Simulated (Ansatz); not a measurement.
With r²SCAN in the plane-wave PAW code Ansatz, SiGe in the trigonal phase (R-3m; Si on 6c, Ge on 6c) relaxes to a = 3.924 Å, c = 19.197 Å. Si has 4 nearest neighbours from 2.35 Å (tetrahedral); Ge has 4 nearest neighbours from 2.40 Å (tetrahedral). Against the elements it lies at 0.008 eV/atom, with no fitted shifts.

The Kohn–Sham gap is 0.65 eV (indirect). The valence maximum lies at Γ and the conduction minimum at F (3 equivalent valleys). HSE06 on the same cell gives 1.01 eV. Gap from r²SCAN with spin–orbit coupling: 0.59 eV. The electron mass is 0.11, 0.22, 1.3 mₑ (principal values).

The bulk modulus is 84.3 GPa. The relaxed-ion elastic constants in GPa are C11 = 178, C12 = 43.5, C13 = 33.4, C14 = -13.1, C33 = 185, C44 = 57.0. The elastic constants imply a Debye temperature near 476 K. Bader charges are Si +0.28, Ge -0.28 e.

The start of the workflow was typed in or built on a structure type; neither database checked (COD, Materials Project) lists it. Whether it is the stable phase at ambient conditions was not checked. The cell was relaxed with r²SCAN under the symmetry of its start; its stability against distortions is not shown here. The references are the lowest solids computed at this level, not always the standard phases. Scalar-relativistic: spin–orbit coupling is off unless named, which matters more the heavier the elements.

Potentials: the earlier of the program's two PAW sets. The files were generated under PBE; for other functionals the program regenerates the frozen cores, and for LDA and PBEsol the local potential too.
